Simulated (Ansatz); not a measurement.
MgO (rock salt)

```
CELL_PARAMETERS angstrom
      0.00000     2.12687     2.12687
      2.12687     0.00000     2.12687
      2.12687     2.12687     0.00000
ATOMIC_POSITIONS crystal
  O  0.00000 0.00000 0.00000
  Mg 0.50000 0.50000 0.50000
```

The slice is a {110} plane (indices of the conventional cell) through the point (0.500, 0.500, 0.500) (fractional), spanned by u = [100] and v = [1 -1 -1] in vectors of this cell: u (3.01 Å) and v (4.25 Å, at 90° to u). It covers one period; positions are fractions (u, v).

These are PBE (plane waves to 420 eV, PAW, scalar-relativistic; Ansatz, a quantum-chemistry and plane-wave program) values and carry that method's errors. k mesh 13×13×13. Near the nuclei the fields are pseudised (PAW); where an atom keeps semicore shells as valence, they peak there. MgO was relaxed with its symmetry unable to fall.

Problem. What is the ELF at the density minimum of the shortest O–Mg line in this plane (2.13 Å)?

Solution. 0.06.

Problem. Predict the map of the electron localisation function (ELF) on the slice.

Solution. 
```
|xxxxxx==--..                  ..--++xxxx|
|xxxx====::                      ::====xx|
|==++==--..                      ..--====|
|----::..                          ..::--|
|                                        |
|                                        |
|--------::::..              ..::::------|
|%%%%####++==::..          ..::==++####%%|
|@@@@@@%%##**==::..      ..::==**##%%@@@@|
|@@@@@@@@@@##**--..      ..--**##@@@@@@@@|
|@@@@@@@@@@%%##==::      ::==##%%@@@@@@@@|
|xxxx@@@@@@@@%%++::..  ..::++%%@@@@@@@@xx|
|xxxxxx@@@@@@%%**--..  ..--**%%@@@@@@xxxx|
|xxxxxx@@@@@@%%**--..  ..--**%%@@@@@@xxxx|
|xxxxxx@@@@@@%%**--..  ..--**%%@@@@@@xxxx|
|xxxx@@@@@@@@%%++::..  ..::++%%@@@@@@@@xx|
|@@@@@@@@@@%%##==::      ::==##%%@@@@@@@@|
|@@@@@@@@@@##**--..      ..--**##@@@@@@@@|
|@@@@@@%%##**==::..      ..::==**##%%@@@@|
|%%%%####++==::..          ..::==++####%%|
|--------::::..              ..::::------|
|                                        |
|                                        |
|----::..                          ..::--|
|======--..                      ..--==++|
|xxxx====::                      ::====xx|
|xxxxxx++--..                  ..--==xxxx|
|xxxxxx====..                  ..====xxxx|
```
Scale: ten equal steps from 0.02 (start of ' ') to 0.83 (end of '@'), in the order ' .:-=+*#%@'. Values: electron localisation function (ELF). The map has 20 points along u (two characters each, u = 0 at the left) and 28 along v (v = 0 in the bottom row). Points within 0.4 Å of a nucleus are blanked (x), as the pseudised field means little there.
